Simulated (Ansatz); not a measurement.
TiTe2 (CdI2 type, P-3m1) under volume change, LDA (plane waves, PAW; program Ansatz), shape and atoms relaxed at each volume.

```
V (Å³/atom)  E − E(relaxed) (meV/atom)  P (GPa)
-----------  -------------------------  -------
22.381                            34.9     5.67
23.118                            14.3     3.36
23.856                             3.3     1.46
24.594                             0.0     0.00
25.332                             2.7    -1.15
26.070                             9.8    -1.90
26.807                            19.8    -2.40
```

Problem. What does a third-order Birch–Murnaghan fit give for V₀, B₀ and B′?

Solution. V₀ = 24.59 Å³/atom, B₀ = 41.4 GPa, B′ = 8.4.

The LDA relaxation kept the symmetry of its start; of distortions, only those at the zone centre were tested. No spin polarisation was allowed. A crystal of weakly bound layers computed without a dispersion correction: the cell and the soft elastic constants depend strongly on that. Scalar-relativistic: spin–orbit coupling is off unless named, which matters more the heavier the elements.

Potentials: the later of the program's two PAW sets.
